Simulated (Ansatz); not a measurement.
# HgPd under pressure

These are results of Ansatz 0.2.0, DFT LDA, scalar-relativistic, plane waves, PAW, not measurements. Plane waves to 420 eV; Γ-centred k mesh 14×14×12; Fermi-Dirac smearing of 0.15 eV. No spin polarisation. Phonons by linear response, acoustic sum rule imposed.

Relaxed structure:
Space group P4/mmm (No. 123). a = 2.992 Å, b = 2.992 Å, c = 3.675 Å, α = 90.00°, β = 90.00°, γ = 90.00°
| atom | site | symmetry | x | y | z |
| --- | --- | --- | --- | --- | --- |
| Hg | 1a | 4/mmm | 0.0000 | 0.0000 | 0.0000 |
| Pd | 1d | 4/mmm | 0.5000 | 0.5000 | 0.5000 |

In a metal, frequencies and elastic constants depend on the k mesh and the smearing, soft modes and shear constants most. Spin–orbit coupling is left out, which matters for heavy elements.

**Question.** The cell is relaxed again at 8 and 25 GPa. How do volume, gap and optical modes at Γ (cm⁻¹, counted from the lowest optical one; a degenerate one stands once) change?

**Answer.**
```csv
,0 GPa,8 GPa,25 GPa
V/V0,1.000,0.958,0.895
gap (eV),0.00,0.00,0.00
mode 1,132,148,174
mode 3,175,196,232
```

Cost: 3 runs of about 4.9 core-minutes in all, on Arm Neoverse V2 (shared hosts).